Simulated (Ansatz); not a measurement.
## Slab of fcc Ca (111), 5 layers

The slab is cut from the fcc crystal, the stable phase, as relaxed on PAW files (42.17 Å³/atom), with 20 Å of vacuum and a dipole correction:

```
Ca
1.0
     3.90706    0.00000    0.00000
    -1.95353    3.38361    0.00000
     0.00000    0.00000   32.76040
Ca
5
Direct
  0.83333 0.16667 0.30525
  0.16667 0.83333 0.40262
  0.50000 0.50000 0.50000
  0.83333 0.16667 0.59738
  0.16667 0.83333 0.69475
```

Computed with Ansatz 0.2.0; functional PBE, scalar-relativistic. Settings: a Γ-centred 11×11×1 k mesh, Fermi–Dirac smearing of 0.1 eV, no spin polarisation. Methods: LAPW: all electrons, basis error target 1 meV/atom; PAW: frozen-core files, cutoff 420 eV.

The bulk energy comes from a cell in the slab's orientation on a 11×11×4 mesh. The surface energy is (E(slab) − N·E(bulk))/2A at zero smearing, the mean of both faces; thin slabs carry quantum-size effects.

**Question.** As cut, the LAPW slab lies 0.776 eV above 5 atoms of bulk. What surface energy is that?

**Answer.** Over two faces of 13.22 Å² it is 29.4 meV/Å², and times 16.02 J/m² per eV/Å² that gives γ = 0.470 J/m².

**Question.** What do relaxation and the other method give, and what work function comes out?

**Answer.** 

```csv
method,γ as cut (J/m²),γ relaxed (J/m²),Φ as cut (eV),Φ relaxed (eV)
LAPW,0.470,0.467,3.01,2.99
PAW,0.470,0.467,3.01,2.99
```

**Question.** How do the spacings between the planes relax?

**Answer.** From the bottom face up: d12 -2.4 % of 3.190 Å, d23 0.0 % of 3.190 Å, d34 0.0 % of 3.190 Å, d45 -2.4 % of 3.190 Å.

**Question.** What changes if the vacuum is set to 9 Å?

**Answer.** LAPW then gives: no gap, work function 2.68 (top) and 2.80 (bottom) eV; PAW: no gap, work function 2.77 (top) and 2.81 (bottom) eV. The program warns that the vacuum is too thin.

**Question.** What changes if the images along the normal are cut off in place of the dipole correction?

**Answer.** LAPW then gives: no gap, work function 2.99 eV; PAW: no gap, work function 2.98 eV.

**Question.** A 2p core hole is made on one atom of each kind in every 1×1 cell (PAW hole dataset, neutral cell, valence without spin). What does it cost by layer?

**Answer.** layer 1 345.63 eV, layer 2 345.37 eV, layer 3 345.41 eV. Shifts between layers mean more than the absolute values, and a whole layer of holes screens otherwise than one hole.
